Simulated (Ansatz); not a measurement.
PbS:
```cif
data_Pb4S4
_chemical_formula_sum 'Pb4 S4'
_space_group_name_H-M_alt 'Fm-3m'
_space_group_IT_number 225
_space_group_name_Hall '-F 4 2 3'
_cell_length_a 6.00869
_cell_length_b 6.00869
_cell_length_c 6.00869
_cell_angle_alpha 90.000
_cell_angle_beta 90.000
_cell_angle_gamma 90.000
loop_
_atom_site_label
_atom_site_type_symbol
_atom_site_symmetry_multiplicity
_atom_site_Wyckoff_symbol
_atom_site_fract_x
_atom_site_fract_y
_atom_site_fract_z
_atom_site_occupancy
Pb1 Pb 4 a 0.00000 0.00000 0.00000 1
S1 S 4 b 0.50000 0.50000 0.50000 1
```
(The calculation used a cell of 2 atoms; values per cell refer to that cell.)

Relaxed with PBE.

Task: Which orbitals make up the states near the band edges in PBE (plane waves, PAW; program Ansatz)?

Result: Top 1 eV of the valence band: S 3p 72 %, Pb 6s 17 %, Pb 6p 9 %. Bottom 1 eV of the conduction band: Pb 6p 70 %, S 3s 15 %, S 3p 10 %. Projections are on Löwdin-orthogonalised atomic valence shells; empty p or d shells of many metals are not among them.

Task: Tabulate the density of states.

Result: States/eV per cell of 2 atoms, in 0.25 eV bins, energy from the valence-band maximum.

```tsv
E (eV)	total	S 3p	Pb 6p	Pb 6s
-7.85	2.05	0.32	0.03	1.59
-7.60	1.39	0.19	0.02	1.05
-7.35	0.98	0.11	0.01	0.72
-7.10	0.36	0.05	0.00	0.24
-6.85	0.21	0.02	0.00	0.13
-6.60	0.13	0.01	0.00	0.09
-6.35	0.07	0.00	0.00	0.05
-6.10	0.01	0.00	0.00	0.01
-5.85	0.00	0.00	0.00	0.00
-5.60	0.00	0.00	0.00	0.00
-5.35	0.00	0.00	0.00	0.00
-5.10	0.00	0.00	0.00	0.00
-4.85	0.02	0.01	0.01	0.00
-4.60	0.28	0.15	0.12	0.00
-4.35	0.49	0.27	0.20	0.01
-4.10	0.73	0.42	0.29	0.02
-3.85	0.82	0.49	0.30	0.02
-3.60	1.08	0.67	0.37	0.02
-3.35	1.37	0.89	0.43	0.03
-3.10	1.87	1.28	0.53	0.03
-2.85	1.98	1.40	0.50	0.04
-2.60	1.99	1.47	0.44	0.04
-2.35	2.10	1.61	0.40	0.05
-2.10	2.20	1.76	0.34	0.06
-1.85	2.30	1.92	0.26	0.07
-1.60	1.41	1.14	0.15	0.09
-1.35	1.02	0.73	0.14	0.13
-1.10	1.84	1.38	0.17	0.25
-0.85	1.52	1.10	0.13	0.25
-0.60	0.79	0.55	0.07	0.15
-0.35	0.17	0.11	0.02	0.04
-0.10	0.01	0.01	0.00	0.00
0.15	0.00	0.00	0.00	0.00
0.40	0.00	0.00	0.00	0.00
0.65	0.02	0.00	0.02	0.00
0.90	0.16	0.02	0.11	0.00
1.15	0.31	0.03	0.21	0.01
1.40	0.66	0.07	0.47	0.01
1.65	0.93	0.10	0.67	0.02
1.90	1.05	0.12	0.76	0.02
2.15	1.31	0.14	0.99	0.02
2.40	1.35	0.14	1.07	0.01
2.65	1.50	0.18	1.19	0.01
2.90	1.43	0.21	1.10	0.01
3.15	1.40	0.24	1.04	0.01
3.40	1.44	0.27	1.03	0.01
3.65	1.60	0.33	1.09	0.01
3.90	1.89	0.40	1.19	0.01
4.15	2.88	0.64	1.66	0.01
4.40	2.90	0.71	1.65	0.01
4.65	1.68	0.48	1.02	0.00
4.90	0.86	0.28	0.51	0.00
5.15	0.52	0.18	0.30	0.00
```

The PBE relaxation kept the symmetry of its start; of distortions, only those at the zone centre were tested. Spin–orbit coupling is left out wherever it is not named.

Potentials: the later of the program's two PAW sets.
